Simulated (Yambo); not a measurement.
```
BaTiO3
1.0
    3.98333     0.00000     0.00000
    0.00000     2.86259     2.87534
    0.00000    -2.86259     2.87534
O Ti Ba
3 1 1
Direct
  0.50000   0.97843   0.49135
  0.50000   0.49135   0.97843
  0.00000   0.48820   0.48820
  0.50000   0.51850   0.51850
  0.00000   0.00341   0.00341
```

BaTiO3 (space group Amm2, No. 38): G0W0@PBEsol in Yambo (4×4×4 Γ-centred k mesh, bands 2 to 128 and a 8 Ry block in the screening, 128 bands in G with the Bruneval-Gonze terminator, plasmon pole fitted at 27.2 eV) on wavefunctions from Quantum ESPRESSO. With the symmetry operations that carry no fractional translation, the mesh has 21 irreducible k points, and the gap (-0.5, -0.5, -0.5) → Γ is 3.793 eV.

**Question.** What changes when point-group symmetry is switched off and time reversal alone is kept?

**Answer.** The mesh then has 36 irreducible points. The exact result doesn't change; the run gives 3.794 eV, and the difference is numerical residue, whose source wasn't traced. Rough time against the symmetric run: within a factor of two for the empty bands, within a factor of two for Yambo (3 states against 4).

Geometry of the Materials Project entry, not relaxed at this level.

This is not the ordinary phase of the substance.
